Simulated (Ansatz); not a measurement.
**Ge7Au: rattling a relaxed structure**

It was reached by relaxing an invented guess, and it needn't be the stable form of this composition.

These are results of DFT PBE, scalar-relativistic, plane waves, PAW in Ansatz, not measurements. Cutoff 420 eV; k points 8×8×8 on the computed 8-atom cell (Γ-centred); Gaussian smearing, width 0.10 eV; no spin polarisation.

The cell below (8 atoms, space group P-43m (No. 215)) is relaxed within its symmetry.

```
Ge Au
1.0
     5.79795    0.00000    0.00000
     0.00000    5.79795    0.00000
     0.00000    0.00000    5.79795
Ge Au
7 1
Direct
  0.25102 0.25102 0.25102
  0.00000 0.50000 0.50000
  0.50000 0.50000 0.00000
  0.50000 0.00000 0.50000
  0.74898 0.25102 0.74898
  0.74898 0.74898 0.25102
  0.25102 0.74898 0.74898
  0.00000 0.00000 0.00000
```

For the test it was strained at random (σ = 1.5 % a component), the atoms were moved at random (σ = 0.10 Å), and all was relaxed again on a coarse 4×4×4 mesh (in the run’s order of axes) with 0.20 eV smearing, with no symmetry imposed.

These runs have no spin–orbit coupling, which can matter for Au.

**Question.** Does it come back?

**Answer.** It returns, within 1 meV/atom of the unmoved cell on that mesh and with the same symmetry when read at 0.1 Å (P-42m at 0.01 Å, so small strains and shifts remain). No instability shows in this cell; modes of other wave vectors, which need another repeat, aren't tested.
